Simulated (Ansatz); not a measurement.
Ansatz input

```yaml
crystal:
  lattice:
    - [3.1508842372, 0.0, 0.0]
    - [0.0, 3.1508842372, 0.0]
    - [0.0, 0.0, 3.1508842372]
  atoms:
    - { symbol: Te, position: [0.0, 0.0, 0.0] }
hamiltonian:
  xc: pbesol
  pseudopotentials:
    kind: paw
    azcp:
      Te: "pseudopotentials/Te.paw.azcp"
basis:
  ecutwfc: 420
  fft_grid_basis: typed
kpoints:
  mp_grid: { grid: [16, 16, 16], shift: [0, 0, 0] }
magnetization:
  spin_polarized: false
scf:
  occupations: { method: fermi_dirac, width: 0.1 }
output:
  write_density: true
  write_potential: true
  elf: true
  volumetric_format: npy
```

Terminal output

```
Warning: the record states the generating functional pbe (its physics header spells it `PBE`), which answers neither for hamiltonian.xc's functional nor for the pbesol family's — results may be inconsistent (PPs are generated against a specific XC)
Engine: ansatz 0.2.0, aarch64-unknown-linux-gnu
Pseudopotentials: kind: paw
Pseudopotential: Te, paw, valence charge 16, recommended cutoff 420 eV (normal) 
Functional definition: PBEsol
  exchange = pbesol_x
  correlation = pbesol_c
Crystal: 1 atoms, lattice volume = 31.282 Å³
Basis set: ecut = 420 eV, 619 PW (Γ)
Bands: 12, of which v1, the nominal top of the filled ones, is band 8 counted from 1 (7 counted from 0)
Symmetry: 48 space group operations
Space group: Pm-3m (ITA 221), of the structure as read, at distance tolerance 3.2e-5 Å
k-points: 165 of 4096
Non-local potential: Te, projectors of the file, l = 0: 2, l = 1: 2, l = 2: 2, l = 3: 2
PAW form: soft (Blöchl's): semilocal exchange-correlation on the pseudo side does not see the compensation charge
PAW frozen core: Te, regenerated for the run's functional, and the local potential with it (the file was generated under x = pbe(κ = 0.804, μ = 0.2195149727645171), c = pbe(β = 0.06672455060314922))
PAW one-centre angular grid: Te, 590 points (default); XC on 64 Gauss nodes
Initial density: superposition of atomic densities (neutral atoms: chi_scale 0, normalization atom), corrected by the library's trained network
Initial wavefunctions: pseudopotential atomic-orbital guess
Functional: x = pbesol(κ = 0.804, μ = 0.12345679012345678), c = pbesol(β = 0.046)
SCF iter   1: F=—  HF=-6901.499230 eV  |F-HF|=—  |Δ(HF+E_count)|=         —  Δρ=1.69e-3  dr2=3.03e-4  ethr=1.77e-3  ⟨swp⟩=5.3  Hψ=11966  notcnv=0
SCF iter   2: F=—  HF=-6901.498339 eV  |F-HF|=—  |Δ(HF+E_count)|=   8.91e-4  Δρ=8.85e-4  dr2=9.46e-5  ethr=1.89e-6  ⟨swp⟩=3.1  Hψ=4908  notcnv=0
SCF iter   3: F=—  HF=-6901.498356 eV  |F-HF|=—  |Δ(HF+E_count)|=   1.70e-5  Δρ=1.81e-4  dr2=1.32e-5  ethr=5.91e-7  ⟨swp⟩=2.0  Hψ=3303  notcnv=0
SCF iter   4: F=—  HF=-6901.498345 eV  |F-HF|=—  |Δ(HF+E_count)|=   1.06e-5  Δρ=6.36e-5  dr2=8.32e-7  ethr=8.22e-8  ⟨swp⟩=2.0  Hψ=3298  notcnv=0
iter 5 did not close the SCF: its close was put off for the readings that it lacked (scf_convergence_deferred on its scf_iter line)
SCF iter   5: F=-6901.498346 eV  HF=-6901.498346 eV  |F-HF|=2.16e-8  |Δ(HF+E_count)|=   4.09e-7  Δρ=9.29e-6  dr2=2.97e-8  ethr=5.20e-9  ⟨swp⟩=2.0  Hψ=3323  notcnv=0
SCF iter   6: F=-6901.498346 eV  HF=-6901.498346 eV  |F-HF|=3.18e-9  |Δ(HF+E_count)|=   7.05e-9  Δρ=2.64e-6  dr2=2.89e-9  ethr=1.85e-10  ⟨swp⟩=1.8  Hψ=8062  notcnv=0
SCF 1 converged in 6 iterations: F = -6901.498346 eV  dr2 = 2.89e-9
SCF converged after 6 iterations
Free energy (F): -6901.498346 eV
Harris-Foulkes:  -6901.498346 eV  (|F-HF|=3.18e-9)
Internal energy: -6901.479683 eV  (E = F + TS)
E sigma→0 (E₀):  -6901.489014 eV
Entropy (-TS):   -0.018663 eV (-18.663 meV/atom)
Fermi energy:    9.899239 eV
--- Per-component energies (eV) ---
  E_band       = -249.395539
  E_kinetic    = 180.735861
  E_local      = -1175.792774  (includes V_loc(G=0)·N_el)
  E_nonlocal   = -308.121854
  E_hartree    = 768.761567
  E_xc         = -123.500798
  E_vxc        = -104.292042  (∫ρ·V_xc dr)
  E_paw        = -4584.218771  (= ΣΔE_a)
  E_vpaw       = -379.450663  (= ΣTr[D̂ρ^β])
  E_aug_tail   = -0.000149  (compensation charges beyond the density's cutoff)
  E_ewald      = -1659.717580
  E_core_change = 0.374815  (= ΣΔE_core)
  E_smearing   = -0.018663  (= −TS)
  E_closure    = 0.000000  (closes the sum)
  Σ components = -6901.498346   (vs F -6901.498346, Δ=0.00e0)
--- Band table (eV; the first three rows and the last of 165) ---
  k-point 0: bands = ["-27.4438", "-27.4438", "-27.3734", "-27.3734", "-27.3734", "-4.0309", "11.1729", "11.1729", "11.1729", "16.0329", "16.0329", "16.4427"]
  k-point 1: bands = ["-27.4437", "-27.4412", "-27.3741", "-27.3741", "-27.3734", "-3.9822", "10.5800", "11.2173", "11.2173", "16.0786", "16.3001", "16.9210"]
  k-point 2: bands = ["-27.4435", "-27.4336", "-27.3760", "-27.3760", "-27.3732", "-3.8380", "9.3330", "11.3473", "11.3473", "16.2147", "16.4961", "18.4239"]
  k-point 164: bands = ["-27.4100", "-27.4100", "-27.4100", "-27.3349", "-27.3349", "1.7543", "6.8267", "6.8267", "6.8267", "14.2455", "14.2455", "14.2455"]
```

Command:

```sh
ansatz run input.yaml --threads 2 --pin off --max-ram 5120MiB --backend cpu --events-out ev --progress --plain --runs-dir out
```

On 2 threads of Arm Neoverse V1 (shared host) this took about 2.2 s of wall time and 4.1 s of CPU time.
